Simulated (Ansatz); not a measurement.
Pb (fcc (Cu type), Fm-3m) at seven volumes, the program Ansatz at the PBE level (PAW), scaled uniformly. One row is withheld.

| V (Å³/atom) | P (GPa) |
|---|---|
| 29.142 | ? |
| 30.103 | 2.82 |
| 31.064 | 1.28 |
| 32.025 | 0.00 |
| 32.985 | -1.08 |
| 33.946 | -2.00 |
| 34.907 | -2.80 |

Task: Fit the shown pressures and predict the withheld one.

Result: P = (3/2)B₀(x^(7/2) − x^(5/2))[1 + (3/4)(B′ − 4)(x − 1)] with x = (V₀/V)^(2/3). Least squares on the six rows gives V₀ = 32.027 Å³/atom, B₀ = 39.4 GPa, B′ = 4.55. At V = 29.142, x = 1.0650 and P = 4.61 GPa. The run itself gave 4.68 GPa.

The PBE relaxation kept the symmetry of its start. Scalar-relativistic: spin–orbit coupling is off unless named, which matters more the heavier the elements.

Potentials: the later of the program's two PAW sets.
